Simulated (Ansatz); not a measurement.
LaN:
```
CELL_PARAMETERS angstrom
      0.00000     2.80226     2.80226
      2.80226     0.00000     2.80226
      2.80226     2.80226     0.00000
ATOMIC_POSITIONS crystal
  N  0.25000 0.25000 0.25000
  La 0.00000 0.00000 0.00000
```

Relaxed with r²SCAN. Special points in fractions of this cell's reciprocal vectors: Γ (0.000, 0.000, 0.000); X (0.500, 0.000, 0.500); U (0.625, 0.250, 0.625); K (0.375, 0.375, 0.750); L (0.500, 0.500, 0.500); W (0.500, 0.250, 0.750).

Q: List the band energies nearest the valence-band maximum at these points for r²SCAN in the plane-wave PAW code Ansatz.

A: In eV from the valence-band maximum; about four levels below and three above (degenerate sets whole), none deeper than 8.9 eV; points with the same levels are listed once.

```json
[
 {"k": "Γ", "below": "-2.04 -2.04 -2.04", "above": "1.51 4.29 4.29 4.29"},
 {"k": "X", "below": "-2.55 0.00 0.00", "above": "2.51 3.73 4.45"},
 {"k": "U", "below": "-1.93 -0.46 -0.29", "above": "2.37 3.90 4.32"},
 {"k": "L", "below": "-1.42 -1.42 -0.59", "above": "2.88 4.17 4.20 4.20"},
 {"k": "W", "below": "-1.34 -1.19 -0.23", "above": "2.62 3.71 4.39"}
]
```

Space group F-43m (zinc blende). The start of the workflow was typed in or built on a structure type; neither database checked (COD, Materials Project) lists it. COD files the formula under space group No. 225. Whether it is the stable phase at ambient conditions was not checked. The cell was relaxed with r²SCAN under the symmetry of its start; its stability against distortions is not shown here. Spin–orbit coupling is left out wherever it is not named.

Potentials: the earlier of the program's two PAW sets.
